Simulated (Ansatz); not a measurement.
SiOs:
```cif
data_OsSi
_chemical_formula_sum 'Si1 Os1'
_space_group_name_H-M_alt 'P 1'
_space_group_IT_number 1
_cell_length_a 2.91944
_cell_length_b 2.91944
_cell_length_c 2.91944
_cell_angle_alpha 90.000
_cell_angle_beta 90.000
_cell_angle_gamma 90.000
loop_
_space_group_symop_operation_xyz
  'x, y, z'
loop_
_atom_site_label
_atom_site_type_symbol
_atom_site_fract_x
_atom_site_fract_y
_atom_site_fract_z
_atom_site_occupancy
Si1 Si 0.50000 0.50000 0.50000 1
Os1 Os 0.00000 0.00000 0.00000 1
```

Relaxed with LDA.

Task: Which orbitals make up the states near the Fermi level in LDA (plane waves, PAW; program Ansatz)?

Result: Within 0.5 eV of the Fermi level: Os 5d 53 %, Si 3s 16 %, Si 3p 16 %, outside the projected shells 13 %. Projections are on Löwdin-orthogonalised atomic valence shells; empty p or d shells of many metals are not among them.

Task: Tabulate the density of states.

Result: States/eV per cell of 2 atoms, in 0.25 eV bins, energy from the Fermi level.

```csv
E (eV),total,Os 5d,Si 3p,Si 3s
-7.85,0.36,0.10,0.16,0.04
-7.60,0.60,0.23,0.26,0.04
-7.35,0.85,0.36,0.36,0.05
-7.10,1.28,0.56,0.54,0.05
-6.85,1.58,0.71,0.68,0.05
-6.60,1.21,0.58,0.49,0.05
-6.35,0.94,0.49,0.36,0.04
-6.10,0.88,0.49,0.31,0.03
-5.85,1.18,0.78,0.32,0.03
-5.60,1.23,0.87,0.32,0.01
-5.35,1.55,1.03,0.47,0.00
-5.10,1.47,0.91,0.51,0.00
-4.85,1.31,0.77,0.49,0.00
-4.60,0.75,0.52,0.19,0.00
-4.35,0.30,0.21,0.06,0.00
-4.10,1.08,0.85,0.16,0.00
-3.85,1.95,1.58,0.24,0.02
-3.60,2.20,1.79,0.25,0.02
-3.35,1.34,1.03,0.19,0.02
-3.10,1.87,1.42,0.32,0.03
-2.85,2.05,1.56,0.34,0.03
-2.60,1.78,1.39,0.25,0.03
-2.35,1.61,1.31,0.17,0.04
-2.10,2.30,1.91,0.20,0.05
-1.85,1.69,1.36,0.19,0.03
-1.60,1.28,1.02,0.15,0.02
-1.35,1.16,0.88,0.15,0.05
-1.10,1.01,0.76,0.13,0.04
-0.85,0.94,0.72,0.11,0.04
-0.60,0.71,0.52,0.09,0.04
-0.35,0.40,0.28,0.05,0.02
-0.10,0.22,0.11,0.03,0.04
0.15,0.31,0.13,0.05,0.07
0.40,0.28,0.10,0.06,0.07
0.65,0.36,0.14,0.09,0.09
0.90,0.48,0.20,0.13,0.10
1.15,0.73,0.36,0.19,0.12
1.40,2.26,1.57,0.47,0.13
1.65,2.08,1.40,0.45,0.13
1.90,1.14,0.65,0.30,0.12
2.15,0.84,0.44,0.23,0.10
2.40,0.70,0.31,0.21,0.10
2.65,0.64,0.24,0.23,0.11
2.90,0.77,0.25,0.24,0.17
3.15,1.01,0.32,0.26,0.26
3.40,1.00,0.30,0.27,0.24
3.65,0.93,0.26,0.25,0.18
3.90,0.89,0.23,0.23,0.13
4.15,0.83,0.20,0.23,0.11
4.40,0.81,0.18,0.25,0.09
4.65,0.82,0.18,0.27,0.08
```

Space group Pm-3m (CsCl type). The first step of the workflow began from a Materials Project structure, measured or hypothetical; the Crystallography Open Database copy checked does not list it. COD files the formula under space group No. 198, so this cell is another polymorph or a model. Whether it is the stable phase at ambient conditions was not checked. Symmetry was held in the LDA relaxation; its stability against distortions is not shown here. The run is not spin-polarised. Spin–orbit coupling is left out wherever it is not named.

Potentials: the earlier of the program's two PAW sets.
